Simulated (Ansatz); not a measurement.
# NaAg2: input and output

The input, for Ansatz 0.2.0 (plane waves, PAW):

```yaml
crystal:
  lattice:
    - [-7.0e-05, 4.003824, 3.99975]
    - [3.997909, 0.001878, 3.997802]
    - [3.999272, 4.003239, 0.000516]
  atoms:
    - { symbol: Ag, position: [0.627225, 0.60783, 0.617008] }
    - { symbol: Ag, position: [0.166255, 0.613262, 0.5842] }
    - { symbol: Ag, position: [0.633075, 0.631704, 0.109345] }
    - { symbol: Ag, position: [0.620835, 0.139769, 0.617638] }
    - { symbol: Na, position: [0.996545, 0.020376, 0.991722] }
    - { symbol: Na, position: [0.268098, 0.263981, 0.22951] }
kpoints:
  mp_grid: { grid: [4, 4, 4], shift: [0.5, 0.0, 0.5] }
magnetization:
  spin_polarized: false
scf:
  occupations: { method: gaussian, width: 0.2054 }
  lower_state_search: "off"
  max_iter: 200
hamiltonian:
  pseudopotentials: { kind: paw }
  xc: r2scan
basis:
  ecutwfc: 500
  fft_grid_basis: typed
output:
  forces: true
  stress: true
  eigenvalues: true
  bader: true
  populations: true
  elf: true
  write_potential: true
  volumetric_format: npy
  dos:
    e_range: [-12, 8]
    de: 0.05
    projected: { site_lists: { Ag: [Ag], Na: [Na] } }
checkpoint:
  read: saved_state
```

The saved state is an earlier solution for the same cell, perhaps on another mesh. 

Excerpt of what it printed:

```
Pseudopotentials: kind: paw
Pseudopotential: Ag, paw, valence charge 19, recommended cutoff 500 eV (meta_gga), Ag.paw.azcp
Pseudopotential: Na, paw, valence charge 9, recommended cutoff 500 eV (meta_gga), Na.paw.azcp
Functional definition: r2SCAN
  exchange = r2scan_x(k0 = k0, k1 = k1, a1 = a1)
  correlation = r2scan_c
Crystal: 6 atoms, lattice volume = 127.991 Å³
Basis set: ecut = 500 eV, 3287 PW (Γ), exchange–correlation on 180×180×180 points (64 copies of the dense FFT grid, shifted against one another)
Bands: 57, of which v1, the nominal top of the filled ones, is band 47 counted from 1 (46 counted from 0)
Symmetry: 1 space group operations
Space group: P1 (ITA 1), of the structure as read, at distance tolerance 5.0e-5 Å
k-points: 32 of 64 (time reversal used)
Initial density: read from a saved state, or passed on in memory by an earlier SCF of this step, an earlier step, the calling program or the single point that the run made first
Functional: x = r2scan, c = r2scan; τ floored in thin density (d = 2e-4 eV/Å³)
SCF iter   1: F=-33393.1388 eV  Δρ=8.32e-4  dr2=7.89e-4  dr2_τ=2.86e-4
SCF iter   2: F=-33393.1392 eV  Δρ=6.25e-4  dr2=4.77e-4  dr2_τ=3.48e-5
SCF iter   3: F=-33393.1394 eV  Δρ=1.98e-4  dr2=5.32e-5  dr2_τ=3.76e-6
SCF iter   4: F=-33393.1396 eV  Δρ=4.63e-5  dr2=4.02e-6  dr2_τ=1.95e-7
SCF iter   5: F=-33393.1396 eV  Δρ=2.45e-5  dr2=8.04e-7  dr2_τ=7.47e-8
SCF iter   6: F=-33393.1396 eV  Δρ=5.89e-6  dr2=3.68e-8  dr2_τ=6.21e-9
Free energy (F): -33393.1396 eV
Harris-Foulkes:  -33393.1396 eV  (|F-HF|=4.81e-8)
Internal energy: -33393.1003 eV  (E = F + TS)
E sigma→0 (E₀):  -33393.1199 eV
Entropy (-TS):   -0.0392 eV (-6.539 meV/atom)
Fermi energy:    10.2032 eV
--- Per-component energies (eV) ---
  E_band       = -1897.5971
  E_kinetic    = 2354.1517
  E_local      = -14630.8128  (includes V_loc(G=0)·N_el)
  E_nonlocal   = 554.8994
  E_hartree    = 6357.1259
  E_xc         = -786.2000
  E_vxc        = -1162.7686  (∫ρ·V_xc dr)
  E_paw        = -16224.1293  (= ΣΔE_a)
  E_vpaw       = -1814.3917  (= ΣTr[D̂ρ^β])
  E_aug_tail   = 0.0002  (compensation charges beyond the density's cutoff)
  E_vtau       = 87.0594  (kinetic-family band-sum trace: ∫τ·v_τ [+ j·A + Jᵃ·Aᵃ] dr)
  E_ewald      = -11016.0457
  E_core_change = -2.0898  (= ΣΔE_core)
  E_smearing   = -0.0392  (= −TS)
--- Forces (eV/Å), atoms counted from 1 ---
  atom   1  Ag     0.6207     0.4742     0.9746
  atom   2  Ag     1.1641    -0.9566    -0.8355
  atom   3  Ag    -0.5727    -0.2100     0.5397
  atom   4  Ag    -1.0854     0.6775    -0.5026
  atom   5  Na    -0.1213     0.0521    -0.0218
  atom   6  Na    -0.0055    -0.0374    -0.1544
--- Stress (GPa, compression-positive) ---
       -0.6587      -0.4793       0.0945
       -0.4793       1.2256       0.2085
        0.0945       0.2085      -0.7847
  P = ⅓ Tr σ = -0.0726 GPa (-0.726 kbar)
```

Origin: a strained cell with displaced atoms, so it need not be a known compound. Caveats: the k mesh is coarse if the cell is a metal; atoms or cell far from equilibrium; wide smearing.
